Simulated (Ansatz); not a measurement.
K3FS in the antiperovskite structure, relaxed with r2SCAN, was run in the PAW code Ansatz under altered settings. All numbers are computed, without spin polarisation but where a row says otherwise.

```xyz
5
Lattice="5.9318 0.0000 0.0000 0.0000 5.9318 0.0000 0.0000 0.0000 5.9318" Properties=species:S:1:pos:R:3 pbc="T T T"
F     0.0000    0.0000    0.0000
S     2.9659    2.9659    2.9659
K     2.9659    2.9659    0.0000
K     2.9659    0.0000    2.9659
K     0.0000    2.9659    2.9659
```

The base run's other keys:
```yaml
kpoints:
  mp_grid: { grid: [2, 2, 2] }
hamiltonian:
  xc: hse06
scf:
  occupations: { method: fixed }
  n_extra_bands: 5
```

It takes 14 iterations with 4067 plane waves at 420 eV and 4 k points, and leaves a mean stress of +0.12 GPa. The gap over this mesh is 2.849 eV. It ran on 4 threads of Arm Neoverse N1 (shared host).

Outcomes, with energy and stress as changes against the base:
```
                                 setting    outcome  ΔF (meV/atom)  Δ mean stress (GPa)  gap on the mesh (eV)  iterations  wall time
PBE hybrid, exx coeff 0.5, omega 0.3 1/Å  converged              –                 -0.1                 3.430          16       16 s
                   hamiltonian.xc: wpbeh  converged              –                  0.0                 2.827          14       14 s
                  basis.ecutrho_ratio: 8  converged            0.0                  0.0                 2.849          14       16 s
```
A dash marks a value that wasn't obtained or can't be compared. Stress is positive in compression. The base took 14 s. The base's mesh is coarse for a hybrid, so its own values aren't converged.

- PBE hybrid, exx coeff 0.5, omega 0.3 1/Å. That is 50 % exact exchange, screened with ω = 0.3 1/Å, against HSE06's 25 % screened at 0.208 1/Å. The mean stress moves by -0.1 GPa and the gap on the mesh by +0.582 eV (to 3.430). Totals of different functionals aren't comparable.
- hamiltonian.xc: wpbeh. The mean stress moves by 0.0 GPa and the gap on the mesh by -0.022 eV (to 2.827). It's another functional on the same cell, so totals aren't comparable.

Within 1 meV an atom, 0.1 GPa and 0.005 eV of the base stay: basis.ecutrho_ratio: 8.

The program warns that its thresholds are loose for a hybrid's stress.

The meshes of the hybrids are coarse, so their gaps aren't converged to the digits shown.
